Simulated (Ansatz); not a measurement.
## Profile along the Ni–Ni line in AlNi3 (Cu3Au type)

AlNi3 (Cu3Au type)

```xyz
4
Lattice="3.5261 0.0000 0.0000 0.0000 3.5261 0.0000 0.0000 0.0000 3.5261" Properties=species:S:1:pos:R:3 pbc="T T T"
Al     0.0000     0.0000     0.0000
Ni     0.0000     1.7631     1.7631
Ni     1.7631     0.0000     1.7631
Ni     1.7631     1.7631     0.0000
```

Fields along a shortest Ni–Ni line of a {100} plane (2.49 Å), from Ni to Ni, interpolated on the slice's grid (step about 0.1 Å). Computed with r2SCAN (plane waves to 500 eV, PAW, scalar-relativistic; Ansatz, a program for electronic structure). k mesh 13×13×13. Near the nuclei the fields are pseudised (PAW); where an atom keeps semicore shells as valence, they peak there. AlNi3 was relaxed with its symmetry unable to fall. Relaxed AlNi3 ends ferromagnetic. The magnetic order is the one the run started from; other orders were not tried.

```tsv
distance from Ni (Å)	valence electron density (e/Å³)	spin density, up minus down (e/Å³)	electron localisation function	ELF of the up spins	ELF of the down spins
0.00	60.65	1.61	x	x	x
0.12	52.40	1.41	x	x	x
0.25	34.27	0.98	x	x	x
0.37	17.71	0.58	x	x	x
0.50	7.81	0.31	x	x	x
0.62	3.26	0.14	0.27	0.28	0.25
0.75	1.39	0.06	0.21	0.22	0.19
0.87	0.67	0.02	0.17	0.18	0.17
1.00	0.44	0.00	0.19	0.18	0.19
1.12	0.36	-0.01	0.24	0.21	0.27
1.25	0.33	-0.01	0.28	0.24	0.33
1.37	0.36	-0.01	0.24	0.21	0.27
1.49	0.44	0.00	0.19	0.18	0.19
1.62	0.67	0.02	0.17	0.18	0.17
1.74	1.39	0.06	0.21	0.22	0.19
1.87	3.26	0.14	0.27	0.28	0.25
1.99	7.81	0.31	x	x	x
2.12	17.71	0.58	x	x	x
2.24	34.27	0.98	x	x	x
2.37	52.40	1.41	x	x	x
2.49	60.65	1.61	x	x	x
```

x: too close to a nucleus for the ELF to mean much.

Density on the Ni–Ni line (2.49 Å) at its midpoint: 0.33 e/Å³. ELF at that point: 0.28.
